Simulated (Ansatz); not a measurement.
Here is the system:

TiFe:
```cif
data_FeTi
_chemical_formula_sum 'Ti1 Fe1'
_space_group_name_H-M_alt 'P 1'
_space_group_IT_number 1
_cell_length_a 2.88544
_cell_length_b 2.88544
_cell_length_c 2.88544
_cell_angle_alpha 90.000
_cell_angle_beta 90.000
_cell_angle_gamma 90.000
loop_
_space_group_symop_operation_xyz
  'x, y, z'
loop_
_atom_site_label
_atom_site_type_symbol
_atom_site_fract_x
_atom_site_fract_y
_atom_site_fract_z
_atom_site_occupancy
Ti1 Ti 0.00000 0.00000 0.00000 1
Fe1 Fe 0.50000 0.50000 0.50000 1
```

This is the LDA-relaxed structure.

All from plane-wave PAW LDA (Ansatz code), unless another level is named. Predict the density of states at the Fermi level.

0.21 states/eV per atom (mean over ±0.08 eV).

And the formation energy from the elements (no fitted shifts)?

-0.54 eV/atom.

Space group Pm-3m (CsCl type). The workflow started from a Materials Project entry (that database holds measured and hypothetical structures alike); the Crystallography Open Database files this formula in space group No. 221, but the cells were not matched. Its standing as an ambient phase is unchecked. The cell was relaxed with LDA under the symmetry of its start; of distortions, only those at the zone centre were tested. No spin polarisation was allowed. The references are the lowest solids computed at this level, not always the standard phases.

Potentials: the later of the program's two PAW sets.
